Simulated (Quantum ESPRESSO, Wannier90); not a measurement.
# Ge$_{2}$Mo (I4/mmm): Wannier90 run

```yaml
crystal:
  lattice:
    - [0.00000, -3.32019, 0.00000]
    - [3.32019, 0.00000, 0.00000]
    - [-1.66010, 1.66010, 4.09319]
  atoms:
    - { symbol: Ge, position: [0.66167, 0.66167, 0.32334] }
    - { symbol: Ge, position: [0.33833, 0.33833, 0.67666] }
    - { symbol: Mo, position: [0.00000, 0.00000, 0.00000] }
```

Structure: Materials Project mp-10201, symmetrised, not relaxed again. Not found in the COD (Crystallography Open Database) copy used, which has the formula in other groups; not checked further. Method: LDA plane waves in Quantum ESPRESSO 7.5 (PseudoDojo norm-conserving files, 64 Ry, no spin polarisation, no spin-orbit coupling), Bloch states on a 10×10×10 mesh through Γ, Wannier90 4.0.1. Density: 10×10×10 mesh, cold smearing 0.01 Ry. Spin-orbit coupling, left out, would split the p-like bands by a few tenths of an eV.

Base run: 17 functions from bands 15-41 of the 41 computed, start hydrogen-like Ge: s;p; Mo: s;p;d, frozen window up to 1.50 eV relative to the Fermi level, outer window open. One setting was then changed (edges relative to the Fermi level; misfit to pw.x on a path, for states up to 1.0 eV relative to the Fermi level).

| run | Ω_I (Å²) | rms misfit (meV) | worst (meV) |
|---|---|---|---|
| base | 20.40 | 1.1 | 5.4 |
| changed | 27.64 | 1.8 | 10.0 |

### Question
Which change was made?
(A) frozen window to 2.50 eV
(B) only the lowest 22 of the kept bands
(C) no frozen window
(D) frozen window to -0.50 eV
(E) frozen window to -1.50 eV

### Answer
B, only the lowest 22 of the kept bands. The others give:

```
run                        Ω_I (Å²)  rms misfit (meV)  worst (meV)
-------------------------  --------  ----------------  -----------
frozen window to 2.50 eV      20.50               0.8          5.4
frozen window to -1.50 eV     20.27                16          110
frozen window to -0.50 eV     20.31               8.7          109
no frozen window              19.60               276         1044
```
